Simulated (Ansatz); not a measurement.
**LaNi2B2C with scf.mixing.preconditioner, scf.algorithm changed**

Computed with the plane-wave PAW code Ansatz (scalar-relativistic, PAW set soft_2): PBEsol, no spin polarisation, 420 eV cutoff, k-mesh 12×12×12. These are the settings of the reference run.

Cell:

```xyz
6
Lattice="-1.8718 1.8718 4.8713 1.8718 -1.8718 4.8713 1.8718 1.8718 -4.8713" Properties=species:S:1:pos:R:3 pbc="T T T"
B     0.0000    0.0000    3.3793
B     0.0000    0.0000    6.3633
C     0.0000    0.0000    4.8713
La    0.0000    0.0000    0.0000
Ni    0.0000    1.8718    2.4357
Ni    1.8718    0.0000    2.4357
```

The reference run of this cell is solved again as a single point with these keys changed:

| key | reference run | changed run |
| --- | --- | --- |
| scf.mixing.preconditioner | not typed | resta |
| scf.algorithm | not typed | density_mixing |

Question: How far do the results move?

Answer: 

| quantity | reference run | changed run |
| --- | --- | --- |
| energy, changed less reference (meV an atom) | 0 | 0.0 |
| pressure (GPa) | 0.0 | 0.0 |
| largest force (eV/Å) | 0.00 | 0.00 |
| gap on the mesh (eV) | 0.00 | 0.00 |

The results hardly move, so these settings together matter little here, or the typed value is the one that the program takes anyway. It took 8 iterations from the trained starting density.

Caveats: the reference run: a metal with Cr, Mn, Fe, Co or Ni was run without spin, and may be magnetic; a single point, atoms not relaxed again.
